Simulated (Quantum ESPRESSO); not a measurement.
# Al2ZnGeN4: convergence and cost over cutoff and k mesh

Simulated, not a measurement. The program is pw.x of Quantum ESPRESSO 7.5 (plane-wave density functional theory). The cell is made up: 8 atoms on a wurtzite lattice, with randomly drawn elements, strain and displacements, not relaxed. PseudoDojo standard norm-conserving files (v0.5 for PBE, v0.4.1 for LDA and PBEsol) set the functional; there is no spin polarisation, spin-orbit coupling or dispersion term, and the masses in the input are unused placeholders.

Input of the run in row 4:

```
&control calculation='scf', pseudo_dir='./dojo.nc.sr.pbe.v0_5.standard.upf', outdir='./o', disk_io='medium', tprnfor=.true., tstress=.true. /
&system ibrav=0, nat=8, ntyp=4, nbnd=36, ecutwfc=84.00895049, nosym=.true., tot_charge=0,
 occupations='smearing', smearing='fd', degauss=0.0018374661
/
&electrons conv_thr=7.350e-09, electron_maxstep=60, /
ATOMIC_SPECIES
Al 1.0 Al.upf
Ge 1.0 Ge.upf
N 1.0 N.upf
Zn 1.0 Zn.upf
CELL_PARAMETERS angstrom
3.0569 -0.0272 -0.0307
-0.0471 5.3709 -0.0138
-0.0501 -0.013 5.0578
ATOMIC_POSITIONS angstrom
Al -0.0049 -0.145 -0.191
Al 1.5614 2.5034 -0.0074
Zn 1.5465 0.7906 2.4243
Ge 0.013 3.4285 2.3898
N 0.0239 -0.0224 1.8192
N 1.4568 2.6179 2.0201
N 1.582 0.9012 4.4219
N -0.1304 3.4132 4.5464
K_POINTS automatic
6 4 4 1 1 1
```

The same cell was run at these settings. Meshes are shifted by half a step, and differences are from the last row, which is itself not exact.

| cutoff (eV) | k mesh | k points solved | threshold (eV) | free energy less the last row's (eV) | pressure (GPa) | largest stress difference (GPa) | largest force difference (eV/Å) | iterations | wall time (s) | k-point pools | processor |
| --- | --- | --- | --- | --- | --- | --- | --- | --- | --- | --- | --- |
| 800 | 2 x 2 x 2 | 4 | 1e-04 | 1.403 | -19.02 | 45.71 | 0.332 | 8 | 22 | 1 | AMD EPYC, Zen 5 class |
| 1143 | 2 x 2 x 2 | 4 | 1e-07 | -0.812 | 21.45 | 5.80 | 0.330 | 13 | 39 | 1 | AMD EPYC, Zen 5 class |
| 747 | 6 x 4 x 4 | 48 | 1e-07 | 5.456 | -62.47 | 84.67 | 0.092 | 13 | 159 | 1 | AMD EPYC, Zen 5 class |
| 1143 | 6 x 4 x 4 | 48 | 1e-07 | 0.001 | 22.09 | 0.03 | 0.003 | 13 | 276 | 1 | AMD EPYC, Zen 5 class |
| 1437 | 8 x 6 x 6 | 144 | 1e-07 | 0.000 | 22.08 | 0.00 | 0.000 | 13 | 1286 | 1 | AMD EPYC, Zen 5 class |

Each pool is one process. Wall times include start-up and a band step at six k points, which weighs most on the coarsest meshes. The runs were on shared virtual cores whose load varied, so times are rough.